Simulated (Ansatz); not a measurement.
ZrO$_{2}$ (baddeleyite type, space group P2_1/c)

```
ZrO2
1.0
    5.18987     0.00000     0.00000
    0.00000     5.24188     0.00000
   -0.90466     0.00000     5.30184
Zr O
4 8
Direct
  0.27576   0.04379   0.21002
  0.72424   0.54379   0.28998
  0.72424   0.95621   0.78998
  0.27576   0.45621   0.71002
  0.06497   0.32630   0.35005
  0.93503   0.82630   0.14995
  0.93503   0.67370   0.64995
  0.06497   0.17370   0.85005
  0.45100   0.75674   0.47552
  0.54900   0.25674   0.02448
  0.54900   0.24326   0.52448
  0.45100   0.74326   0.97552
```

Equation-of-state scan: isotropic scaling of the cell above, V₀ being its volume. The atoms relax within the cell's symmetry.

Level of theory: PBE (plane waves to 420 eV, PAW, scalar-relativistic; Ansatz, an electronic-structure program). k mesh 5×5×5 (Γ-centred), Fermi-Dirac smearing 0.05 eV. E stands for the smeared free energy. The relaxing atoms change the space group within the scan (C2/c at V/V₀ = 1.160), so nothing is fitted. ZrO2 is run without spin polarisation. ZrO2 was relaxed with its symmetry unable to fall. ΔE is measured from the relaxed starting cell.

Problem. What ΔE (meV/atom) does the calculation give at V/V₀ = 0.880, 0.960, 1.040, 1.120, 1.160?

Solution. 
```csv
V/V₀,ΔE (meV/atom)
0.880,115.4
0.960,12.2
1.040,10.6
1.120,68.5
1.160,97.2
```

(Under strain, the slope of the energy per volume gives the stress and its curvature an elastic modulus.)
